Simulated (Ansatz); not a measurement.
## Settings and field gradients in WS2 with Ga replacing W

Cell: a supercell of WS2 (space group P6_3/mmc) built from a structure deposited in the COD (the entry's cell lengths or inner coordinates differ somewhat from later room-temperature determinations), with all atoms left at the host's positions.

```cif
data_GaW17S36
_symmetry_space_group_name_H-M 'P-6m2'
_symmetry_Int_Tables_number 187
_cell_length_a 9.5400
_cell_length_b 9.5400
_cell_length_c 12.5000
_cell_angle_alpha 90.000
_cell_angle_beta 90.000
_cell_angle_gamma 120.000
loop_
_atom_site_label
_atom_site_type_symbol
_atom_site_symmetry_multiplicity
_atom_site_Wyckoff_symbol
_atom_site_fract_x
_atom_site_fract_y
_atom_site_fract_z
Ga Ga 1 a 0.0000 0.0000 0.0000
W2 W 6 l 0.0000 0.3333 0.0000
W6 W 1 c 0.3333 0.6667 0.0000
W8 W 1 e 0.6667 0.3333 0.0000
W10 W 3 k 0.1111 0.8889 0.5000
W12 W 3 k 0.1111 0.5556 0.5000
W14 W 3 k 0.4444 0.2222 0.5000
S19 S 2 g 0.0000 0.0000 0.3750
S20 S 12 o 0.0000 0.3333 0.3750
S24 S 2 h 0.3333 0.6667 0.3750
S26 S 2 i 0.6667 0.3333 0.3750
S28 S 6 n 0.1111 0.8889 0.8750
S30 S 6 n 0.1111 0.5556 0.8750
S32 S 6 n 0.4444 0.2222 0.8750
```

One atom of each set is listed.

Reference run. Computed with Ansatz: DFT, PBE, plane waves and PAW, scalar-relativistic, 420 eV cutoff, Γ-centred 3×3×2 k-points, Fermi–Dirac smearing 0.01 eV, cell charge -1.

It gives V_zz (10²¹ V/m²) Ga -3.62 (η 0.00), W2 -22.0 (η 0.21), S19 -4.88 (η 0.00), among others. Each of these runs changes the input as listed (caps on SCF iterations aside):

A. scf.occupations.width: 0.01 → not typed; scf.occupations.method: fermi_dirac → tetrahedron; basis.ecutwfc: not typed → 51.4 Ry
B. magnetization: not typed → {spin_polarized: true, spin_orbit: true}; hamiltonian.pseudopotentials: {kind: paw} → {kind: nc}

**Question.** Which of these changes matter for the gradients?

**Answer.** 

```tsv
run	Ga V_zz (η)	W2 V_zz (η)	S19 V_zz (η)	largest change of a gradient tensor, all atoms	note
A	-3.50 (0.00)	-22.1 (0.21)	-4.88 (0.00)	0.52	converged
B	–	–	–	–	refused: 3 input errors — fix all and re-run
```

Run A moves a gradient tensor by up to 0.52, on W6 (V_zz from -16.51 to -15.99); against its own size the tensor moves most on S28 among sites above 0.3 (by 0.20, V_zz from -4.18 to -4.23). Run B holds spin-orbit coupling on scalar files.

Run A changes scf.occupations, basis.ecutwfc together, so the table can't tell their shares apart.

On the reference run: The run isn't spin-polarised, and a state with spin may lie lower. The defect repeats with the cell of 54 atoms, so it feels its images: sites between two images don't show the values beside a lone defect, and zeros or small values of η there can come from the images' arrangement. S and W carry a gradient in the pure host already, so the values there aren't the defect's effect alone. A uniform background compensates the cell's charge. The defect cell has no gap above 0.1 eV on its mesh, so the values can hang on the smearing and the k-mesh. Without spin–orbit coupling the gradients at and beside W can be off by some per cent, at some sites by far more. The neighbours have not yet relaxed around the defect (largest force 0.91 eV/Å), and relaxing can change the values around it severalfold.
